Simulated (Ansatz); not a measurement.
CsPH₂O₄ in space group P2_1 (No. 4; Pearson symbol mP16), DFT-PBEsol in the program Ansatz with PAW potentials. The conduction-band minimum lies at Γ, with 1 equivalent valley. Second derivatives d²E/dk² of the lowest band at one valley (eV·Å²), along Cartesian directions:

```json
[
 {"direction": "[100]", "d²E/dk²": "16.41"},
 {"direction": "[010]", "d²E/dk²": "16.09"},
 {"direction": "[001]", "d²E/dk²": "16.02"},
 {"direction": "[110]", "d²E/dk²": "16.25"},
 {"direction": "[101]", "d²E/dk²": "16.56"},
 {"direction": "[011]", "d²E/dk²": "16.06"}
]
```

Task: Find the principal effective masses, the density-of-states mass and the conductivity mass.

Result: Off-diagonal terms follow from H_xy = H[110] − (H_xx + H_yy)/2, and m*/mₑ = 7.620 eV·Å² over each eigenvalue: 0.46, 0.47, 0.48. One valley's DOS mass (m₁m₂m₃)^(1/3) = 0.47, conductivity mass 3/(Σ 1/mᵢ) = 0.47 mₑ.

Task: What effective density of states Nc follows at 300 K for parabolic valleys?

Result: Nc = 2.509e19 × 1 × (0.47)^(3/2) ≈ 8.1e18 cm⁻³.

Task: With the computed static dielectric constant 7.15 (mean of the diagonal), estimate a hydrogenic donor's binding energy and radius.

Result: E = 13.606 eV × 0.47/7.15² ≈ 130 meV; a = 0.529 Å × ε/m* ≈ 8.0 Å. Semilocal masses tend to be too small where the gap is.

The first step of the workflow began from a Materials Project structure, measured or hypothetical; the Crystallography Open Database files this formula in space group No. 4, but the cells were not matched. Its standing as an ambient phase is unchecked. The PBEsol relaxation kept the symmetry of its start; of distortions, only those at the zone centre were tested. Scalar-relativistic: spin–orbit coupling is off unless named, which matters more the heavier the elements.

Potentials: the later of the program's two PAW sets.
